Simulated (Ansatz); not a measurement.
YB2:
```
CELL_PARAMETERS angstrom
     -1.42633     1.42633     4.58102
      1.42633    -1.42633     4.58102
      1.42633     1.42633    -4.58102
ATOMIC_POSITIONS crystal
  Y  0.00000 0.00000 0.00000
  B  0.28461 0.28461 0.00000
  B  0.71539 0.71539 0.00000
```

Relaxed with PBE. Special points in fractions of this cell's reciprocal vectors: Γ (0.000, 0.000, 0.000); X (0.000, 0.000, 0.500); P (0.250, 0.250, 0.250); N (0.000, 0.500, 0.000); M (0.500, 0.500, -0.500); S (0.274, 0.726, -0.274); S0 (-0.274, 0.274, 0.274); R (-0.048, 0.048, 0.500); G (0.500, 0.500, -0.048).

Q: List the band energies nearest the Fermi level at these points for PBE (plane waves, PAW; program Ansatz).

A: In eV from the Fermi level; about four levels below and three above (degenerate sets whole), none deeper than 8.9 eV; points with the same levels are listed once.

```tsv
k	below	above
Γ	-3.06 -2.82 -0.64	0.08 0.08 5.70
X	-5.00 -4.47 -3.07 -2.13	0.14 1.83 4.05
P	-4.94 -4.94 -4.90 -3.61 -1.16	0.72 1.54 1.54
N	-8.09 -7.24 -2.85 -0.86	0.12 2.88 4.40
M	-5.91 -0.73 -0.66	0.68 0.68 2.97
S	-8.21 -7.01 -2.25 -1.86	0.27 2.72 4.76
R	-4.90 -4.40 -2.41 -2.12	0.21 1.60 3.76
```

Space group I4/mmm (MoSi2 or CaC2 type). A made-up cell: these elements were put on the sites of a structure type; neither database checked (COD, Materials Project) lists it. COD files the formula under space group No. 191. Its standing as an ambient phase is unchecked. Symmetry was held in the PBE relaxation; whether a distortion lowers the energy is not shown. The run is not spin-polarised. Spin–orbit coupling is left out wherever it is not named.

Potentials: the earlier of the program's two PAW sets.
